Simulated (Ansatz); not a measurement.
Relaxed-ion elastic tensor of NaCl (CsCl type, Pm-3m) in GPa (Voigt order), DFT-LDA in the program Ansatz with PAW potentials; density 2.54 g/cm³, 19.12 Å³ per atom.

```
95.2   4.7   4.7   0.0   0.0   0.0
 4.7  95.2   4.7   0.0   0.0   0.0
 4.7   4.7  95.2   0.0   0.0   0.0
 0.0   0.0   0.0  -0.1   0.0   0.0
 0.0   0.0   0.0   0.0  -0.1   0.0
 0.0   0.0   0.0   0.0   0.0  -0.1
```

Problem. Is the crystal mechanically stable?

Solution. On the edge, within the error: the smallest eigenvalue of C is -0.1 GPa.

This is a known high-pressure phase of the composition, computed here at zero pressure and temperature. The LDA relaxation kept the symmetry of its start. At this level the phase is dynamically unstable (imaginary phonons).

Potentials: the later of the program's two PAW sets.
